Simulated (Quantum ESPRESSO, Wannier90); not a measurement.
AlHO2 (Pmn2₁): Wannier90 run

```xyz
8
Lattice="2.8615 0.0000 0.0000 0.0000 4.2635 0.0000 0.0000 0.0000 4.7700" Properties=species:S:1:pos:R:3 pbc="T T T"
Al     1.4308     1.1782     2.3426
Al     0.0000    -1.1782    -0.0424
H      1.4308     0.8293    -0.1099
H      0.0000    -0.8293     2.2751
O      0.0000    -2.1210    -1.6753
O      1.4308     2.1210     0.7097
O      0.0000     0.0040     1.6626
O      1.4308    -0.0040    -0.7224
```

Cell from Materials Project (mp-23807), symmetrised, no further relaxation. COD (Crystallography Open Database) has the formula in 3 space groups, this one among them (matched by group alone). Method: PBEsol plane waves in Quantum ESPRESSO 7.5 (PseudoDojo norm-conserving files, 68 Ry, no spin polarisation, no spin-orbit coupling), Bloch states on a 8×6×6 mesh through Γ, Wannier90 4.0.1. Density: 10×8×6 mesh, cold smearing 0.01 Ry.

Functional, cutoff and mesh named above are those of the base row (8×6×6); the first column says what each row takes instead. Model: 16 functions from bands 1-16, start SCDM (isolated) (the valence bands). Energies are relative to the valence-band maximum; the misfit is to pw.x on a path, for all bands of the set. Only the mesh of Bloch states changes. Ω_total can sit in another minimum from row to row; Ω_I of an isolated set cannot.

Problem. Among the meshes 3×2×2, 4×3×3, 5×4×4, 7×5×5, 8×6×6, 10×7×7, which is the coarsest that interpolates to 20 meV rms?

Solution. 4×3×3.

| mesh | Ω_I (Å²) | Ω_total (Å²) | rms misfit (meV) | k-points (cost) | rough cost of nscf and overlaps (first row = 1) |
|---|---|---|---|---|---|
| 3×2×2 | 7.50 | 9.02 | 39 | 12 | 1.0 |
| 4×3×3 | 7.95 | 9.47 | 7.6 | 36 | 2.0 |
| 5×4×4 | 8.14 | 9.65 | 4.3 | 80 | 4 |
| 7×5×5 | 8.27 | 9.77 | 0.7 | 175 | 9 |
| 8×6×6 | 8.31 | 9.81 | 0.2 | 288 | 13 |
| 10×7×7 | 8.35 | 9.85 | 0.2 | 490 | 22 |

Ω_I still rises with the mesh: the finite-difference spreads converge slowly and from below.
